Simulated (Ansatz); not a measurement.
LiBr:
```
LiBr
1.0
    0.00000     2.70550     2.70550
    2.70550     0.00000     2.70550
    2.70550     2.70550     0.00000
Li Br
1 1
Cartesian
  0.00000   0.00000   0.00000
  2.70550   2.70550   2.70550
```

Relaxed with PBEsol. Special points in fractions of this cell's reciprocal vectors: Γ (0.000, 0.000, 0.000); X (0.500, 0.000, 0.500); U (0.625, 0.250, 0.625); K (0.375, 0.375, 0.750); L (0.500, 0.500, 0.500); W (0.500, 0.250, 0.750).

Question: List the band energies nearest the valence-band maximum at these points for plane-wave PAW PBEsol (Ansatz code).

Answer: In eV from the valence-band maximum; about four levels below and three above (degenerate sets whole), none deeper than 8.9 eV; points with the same levels are listed once.

```csv
k,below,above
Γ,-0.01 -0.01 -0.01,4.98 10.43 10.43 10.43
X,-3.17 -1.26 -1.26,6.22 6.86 11.90
U,-2.75 -2.04 -0.96,6.56 8.72 10.39
L,-3.15 -0.30 -0.30,5.48 8.03 8.03
W,-2.37 -2.37 -1.26,8.11 8.57 9.45 9.45
```

Space group Fm-3m (rock salt). Symmetry was held in the PBEsol relaxation. Spin–orbit coupling is left out wherever it is not named.

Potentials: the later of the program's two PAW sets.
